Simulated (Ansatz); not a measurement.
## Co$_{2}$C, first-principles data

Co$_{2}$C:
```cif
data_C2Co4
_chemical_formula_sum 'Co4 C2'
_space_group_name_H-M_alt 'Pnnm'
_space_group_IT_number 58
_space_group_name_Hall '-P 2 2n'
_cell_length_a 4.25472
_cell_length_b 4.27694
_cell_length_c 2.81982
_cell_angle_alpha 90.000
_cell_angle_beta 90.000
_cell_angle_gamma 90.000
loop_
_atom_site_label
_atom_site_type_symbol
_atom_site_symmetry_multiplicity
_atom_site_Wyckoff_symbol
_atom_site_fract_x
_atom_site_fract_y
_atom_site_fract_z
_atom_site_occupancy
Co1 Co 4 g 0.35468 0.25487 0.00000 1
C1 C 2 a 0.00000 0.00000 0.00000 1
```

Space group Pnnm (No. 58); conventional cell a = 4.255 Å, b = 4.277 Å, c = 2.820 Å, α = β = γ = 90.00°.

Method: DFT-LDA in the program Ansatz with PAW potentials. Structure relaxed to zero pressure with the same functional. Other levels are named where they apply.

Cell and energy:

| Property | Value |
|---|---|
| Volume per atom | 8.55 Å³ |
| Density | 8.41 g/cm³ |
| Formation energy from the elements (no fitted shifts) | -0.025 eV/atom |

Electronic structure:

| Quantity | Result |
|---|---|
| Electronic character | metallic (no gap) |
| Density of states at the Fermi level | 0.83 states/eV per atom (mean over ±0.08 eV) |

Mechanics:

| Item | Value |
|---|---|
| Bulk modulus (Birch–Murnaghan fit) | 309 GPa |
| Pressure derivative B′ | 4.8 |

Phonons:

| Quantity | Result |
|---|---|
| Highest zone-centre frequency | 728 cm^-1 |
| Zone-centre stability | no imaginary mode at Γ |

The workflow started from a Materials Project entry (that database holds measured and hypothetical structures alike); the Crystallography Open Database files this formula in space group No. 58, but the cells were not matched. Whether it is the stable phase at ambient conditions was not checked. Symmetry was held in the LDA relaxation. The run is not spin-polarised. As this level gives no gap, phonon frequencies hold no LO–TO term and depend on the k-mesh and smearing (Fermi–Dirac, 0.1 eV here). The references are the lowest solids computed at this level, not always the standard phases.

Potentials: the later of the program's two PAW sets.
